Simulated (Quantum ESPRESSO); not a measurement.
# Planted mistakes on one cell of MgAl3As3S

These are calculations, not measurements. They come from pw.x of Quantum ESPRESSO 7.5, a plane-wave density functional program, with PseudoDojo standard norm-conserving files (v0.5 for PBE, v0.4.1 for LDA and PBEsol). The cells are made up: elements, strain and atom displacements were drawn at random, and nothing was relaxed. There is no spin polarisation, spin-orbit coupling or dispersion term.

The cell has 8 sites of a zincblende or diamond lattice. Sites 1 to 4 hold Mg Al Al Al; sites 5 to 8 hold As As As S. Cell vectors in Å: (5.757, -0.018, 0.049); (-0.018, 5.778, 0.098); (0.049, 0.098, 5.842). Settings: PBE, cutoff 1143 eV, 4 x 4 x 4 k mesh shifted by half a step, Fermi-Dirac smearing of 0.025 eV.

The intended run has a self-consistency threshold of 1e-07 eV, a smearing term of 0.000 eV, a pressure of -1.29 GPa and 10 iterations. Each further run changes one thing: all lengths scaled by 0.9874; atoms of sites 3 and 5 exchanged; cutoff 822 eV; files of PBEsol; k mesh 2 x 2 x 2; one electron removed; smearing 0.41 eV; threshold 0.07 eV. A coarse mesh keeps the shift, and a charged cell sits in a uniform background.

| run | change of free energy (eV) | smearing term -TS (eV) | change of P (GPa) | largest change of a force component (eV/Å) | iterations |
| --- | --- | --- | --- | --- | --- |
| A | 4.245 | -0.002 | 3.74 | 0.602 | 11 |
| B | -0.009 | 0.000 | 2.26 | 0.142 | 10 |
| C | 5.413 | 0.000 | -42.77 | 0.011 | 11 |
| D | -5.010 | -0.014 | -8.04 | 0.498 | 12 |
| E | 0.028 | 0.000 | -1.55 | 0.990 | 3 |
| F | 0.286 | 0.000 | 0.25 | 0.039 | 10 |
| G | -0.152 | -0.595 | 0.31 | 0.132 | 10 |
| H | 13.254 | 0.000 | -1.71 | 0.039 | 10 |

A rerun of the intended cell at 1437 eV and k mesh 6 x 6 x 6 moved values by no more than 0.006 eV in the cell's energy, 0.02 GPa in stress and 0.005 eV/Å in force.

Question: which change belongs to which run?

## Worked reading

Run E has the fewest iterations, as a run stopped early does. Run G has the largest smearing term, as wide smearing gives. Run C has a higher energy and the largest fall in pressure, as too small a basis gives. Run B changes the volume by a factor of 0.9627; minus its pressure change over the logarithm of that factor, 59 GPa, is a rough bulk modulus with clamped atoms. Energies from files of another functional, or of a charged cell, have another zero and say nothing on stability; the pressure of a charged cell rests on the program's zero of potential too.

## Key

| run | change |
| --- | --- |
| A | atoms of sites 3 and 5 exchanged |
| B | all lengths scaled by 0.9874 |
| C | cutoff 822 eV |
| D | one electron removed |
| E | threshold 0.07 eV |
| F | k mesh 2 x 2 x 2 |
| G | smearing 0.41 eV |
| H | files of PBEsol |